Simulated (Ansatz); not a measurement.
# Magnetic states of ScMn$_{4}$Al$_{8}$

```
Sc Mn Al
1.0
    -4.38670    4.38670    2.53145
     4.38670   -4.38670    2.53145
     4.38670    4.38670   -2.53145
Sc Mn Al
1 4 8
Direct
  0.00000 0.00000 0.00000
  0.50000 0.50000 0.50000
  0.50000 0.00000 0.00000
  0.00000 0.00000 0.50000
  0.00000 0.50000 0.00000
  0.50000 0.28100 0.78100
  0.28100 0.50000 0.78100
  0.50000 0.71900 0.21900
  0.71900 0.50000 0.21900
  0.00000 0.33780 0.33780
  0.33780 0.00000 0.33780
  0.00000 0.66220 0.66220
  0.66220 0.00000 0.66220
```

Method: r2SCAN in Ansatz 0.2.0, PAW datasets, plane waves to 500 eV, 5×5×5 Γ-centred mesh, fermi-dirac occupations of width 0.050 eV. The atoms are fixed and numbered as listed; spin is collinear, without spin-orbit coupling.

The cycle has several fixed points for this cell. Moments (μB):

| state | Mn2 | Mn3 | Mn4 | Mn5 | other atoms together | size of the net moment a cell |
| --- | --- | --- | --- | --- | --- | --- |
| A | 2.66 | -2.66 | 2.66 | -2.66 | 0.00 | 0.00 |
| B | 0.00 | 0.00 | 0.00 | 0.00 | 0.00 | 0.00 |
| C | 2.65 | 2.65 | -2.39 | -2.39 | -0.02 | 0.49 |
| D | 2.69 | 2.69 | 2.69 | 2.69 | -0.71 | 10.02 |
| E | 2.78 | 2.75 | 2.78 | -2.31 | -0.31 | 5.80 |

Site moments are taken in small spheres that don't touch (radius about 0.4 of the atom's shortest bond), so those of the magnetic atoms read low, and they needn't add up to the net moment. State B was run without spin polarisation.

Task: What is the order in energy at zero smearing?

Result: State D (parallel moments) is lowest; E (antiparallel, not compensated) lies 19.3 meV above it, A (antiparallel, compensated) lies 19.9 meV above it, C (antiparallel, not compensated) lies 42 meV above it, B (without moments) lies 133 meV above it, all counted an atom of the cell.

Task: Which states have a gap on the mesh, and what pressure does each exert on this cell?

Result: A: no gap, 1.3 GPa; B: no gap, -8.8 GPa; C: no gap, 0.0 GPa; D: no gap, 1.0 GPa; E: no gap, 0.8 GPa (positive in compression). Moments take up room: without them the pressure is lower, so that state wants a smaller cell.

Task: How much does the cell gain by forming moments?

Result: 133 meV an atom of the cell, or 433 meV for each Mn atom, against state B, which has none. In a metal like this the level decides whether moments form at all, so this is no ordering energy.

Of 4 runs begun from atoms with typed moments, each in a different pattern, 1 ended in state D: one start isn't enough to call a state the ground state.

The cell is that of a Crystallography Open Database entry, unchanged.

Caveats: only orders that fit this cell and collinear spins were tried, so the true order may need a larger cell or canted moments; atoms and cell are not relaxed, and each state would relax in its own way; r2SCAN overestimates the moments and magnetic energies of itinerant metals, and can make a paramagnetic metal magnetic; the k mesh is coarse, so differences of a few meV are uncertain where a state is a metal; one start a pattern, so a lower state of the same pattern may exist.
